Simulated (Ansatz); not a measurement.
MnHg (Pm-3m): couplings from the magnetic force theorem

```xyz
4
Lattice="3.3150 0.0000 0.0000 0.0000 3.3150 0.0000 0.0000 0.0000 6.6300" Properties=species:S:1:pos:R:3 pbc="T T T"
Mn    1.6575    1.6575    1.6575
Mn    1.6575    1.6575    4.9725
Hg    0.0000    0.0000    0.0000
Hg    0.0000    0.0000    3.3150
```

The source of the geometry is a structure as deposited in COD, repeated to hold the magnetic orders; atoms and cell stay fixed.

Settings: PBE, 9×9×5 k mesh, Fermi–Dirac smearing of 0.025 eV. PAW means Ansatz 0.2.0 on its default frozen-core files. Site moments are integrated in spheres about the atoms. Start moments (μB): Mn1 3.9, Mn2 -3.9.

Site moments (μB): Mn1 3.90, Mn2 -3.90, Hg3 0.00, Hg4 0.00. Cell moment 0.00 μB.

Couplings come from the force theorem (directions of the magnetic atoms constrained, all else relaxed) on a 9×9×5 mesh, with E = −Σ J e_i·e_j over ordered pairs of unit vectors, so positive J favours parallel moments.

```json
{"pair": "Mn1–Mn at 3.31 Å, set 1", "count": "4", "J PAW (meV)": "-4.87"}
{"pair": "Mn1–Mn at 3.31 Å, set 2", "count": "2", "J PAW (meV)": "-0.08"}
{"pair": "Mn1–Mn at 4.69 Å, set 1", "count": "4", "J PAW (meV)": "+3.83"}
{"pair": "Mn1–Mn at 4.69 Å, set 2", "count": "8", "J PAW (meV)": "+7.10"}
{"pair": "Mn1–Mn at 5.74 Å", "count": "8", "J PAW (meV)": "-5.11"}
{"pair": "Mn1–Mn at 6.63 Å, set 1", "count": "4", "J PAW (meV)": "+0.12"}
{"pair": "Mn1–Mn at 6.63 Å, set 2", "count": "2", "J PAW (meV)": "+0.35"}
{"pair": "Mn1–Mn at 7.41 Å, set 1", "count": "8", "J PAW (meV)": "+1.09"}
{"pair": "Mn1–Mn at 7.41 Å, set 2", "count": "8", "J PAW (meV)": "+1.50"}
{"pair": "Mn1–Mn at 7.41 Å, set 3", "count": "8", "J PAW (meV)": "+0.03"}
{"pair": "Mn1–Mn at 8.12 Å, set 1", "count": "8", "J PAW (meV)": "+0.38"}
{"pair": "Mn1–Mn at 8.12 Å, set 2", "count": "16", "J PAW (meV)": "-1.05"}
```

Pairs at one distance with different couplings are listed as sets.

The program reports that this state isn't the lowest of its own couplings.

The couplings come from one mesh, and their convergence in k wasn't tested.

They shouldn't be read as transferable Heisenberg parameters: they are taken about a state that they themselves reject, with itinerant moments.

The Ansatz runs typed with the search for lower states off end where their start leads. Spin–orbit coupling is left out although heavy atoms are present. The magnetic state is the one that this cell and start allow. It needn't be the compound's measured order, which may need a larger cell or be absent.
